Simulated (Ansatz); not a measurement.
Values for one crystal, relaxed and computed with LDA in the plane-wave PAW code Ansatz; other levels are named.

```yaml
volume_per_atom: 21.98 Å³
band_gap: 0.49 eV (direct)
Hole effective mass, band 3 of 3 at the edge: 0.028 along [100], 0.026 along [110], 0.026 along [111] (mₑ)
Static dielectric constant ε0 (ions relaxed, cell fixed): 15.8
Highest zone-centre frequency (without LO–TO term): 269 cm^-1
Hole effective mass, band 1 of 3 at the edge: 0.33 along [100], 2.4 along [110], 0.78 along [111] (mₑ)
Pressure derivative B′: 4.7
```

Q: Which compound is it?
A. GaN, wurtzite
B. LaLuO3, cubic perovskite
C. BeSe, zinc blende
D. GaAs, zinc blende

A: D, GaAs, zinc blende

Space group F-43m (zinc blende). The cell was relaxed with LDA under the symmetry of its start. Scalar-relativistic: spin–orbit coupling is off unless named, which matters more the heavier the elements.

Potentials: the earlier of the program's two PAW sets. The files were generated under PBE; for other functionals the program regenerates the frozen cores, and for LDA and PBEsol the local potential too.
